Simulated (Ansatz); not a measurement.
IrO₂ (rutile, space group No. 136) at seven volumes, the program Ansatz at the PBE level (PAW), shape and atoms relaxed at each. One row is withheld.

| V (Å³/atom) | P (GPa) |
|---|---|
| 9.892 | ? |
| 10.218 | 18.77 |
| 10.544 | 8.59 |
| 10.870 | -0.01 |
| 11.197 | -7.23 |
| 11.523 | -13.29 |
| 11.849 | -18.34 |

Task: Fit the shown pressures and predict the withheld one.

Result: P = (3/2)B₀(x^(7/2) − x^(5/2))[1 + (3/4)(B′ − 4)(x − 1)] with x = (V₀/V)^(2/3). Least squares on the six rows gives V₀ = 10.870 Å³/atom, B₀ = 262 GPa, B′ = 4.81. At V = 9.892, x = 1.0649 and P = 31.01 GPa. The run itself gave 30.84 GPa.

Space group P4_2/mnm (rutile). The PBE relaxation kept the symmetry of its start; of distortions, only those at the zone centre were tested. No spin polarisation was allowed. Spin–orbit coupling is left out wherever it is not named.

Potentials: the later of the program's two PAW sets.
